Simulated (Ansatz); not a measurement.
Data:

Hf₂InCu₂:
```cif
data_Cu8Hf8In4
_chemical_formula_sum 'Hf8 In4 Cu8'
_space_group_name_H-M_alt 'P42/mnm'
_space_group_IT_number 136
_space_group_name_Hall '-P 4n 2n'
_cell_length_a 7.16918
_cell_length_b 7.16918
_cell_length_c 6.72673
_cell_angle_alpha 90.000
_cell_angle_beta 90.000
_cell_angle_gamma 90.000
loop_
_atom_site_label
_atom_site_type_symbol
_atom_site_symmetry_multiplicity
_atom_site_Wyckoff_symbol
_atom_site_fract_x
_atom_site_fract_y
_atom_site_fract_z
_atom_site_occupancy
Hf1 Hf 4 f 0.15186 0.15186 0.00000 1
Hf2 Hf 4 g 0.19319 0.19319 0.50000 1
In1 In 4 d 0.00000 0.50000 0.25000 1
Cu1 Cu 8 j 0.37747 0.37747 0.20390 1
```

This is the r²SCAN-relaxed structure.

Question: All from the program Ansatz at the r²SCAN level (PAW), unless another level is named. Predict the formation energy from the elements (no fitted shifts).

Answer: -0.28 eV/atom.

Question: Predict the density of states at the Fermi level.

Answer: 0.64 states/eV per atom (mean over ±0.08 eV).

Space group P4_2/mnm. The first step of the workflow began from a Materials Project structure, measured or hypothetical; the Crystallography Open Database copy checked does not list it. Its standing as an ambient phase is unchecked. The cell was relaxed with r²SCAN under the symmetry of its start; its stability against distortions is not shown here. The run is not spin-polarised. The references are the lowest solids computed at this level, not always the standard phases. Scalar-relativistic: spin–orbit coupling is off unless named, which matters more the heavier the elements.

Potentials: the later of the program's two PAW sets.
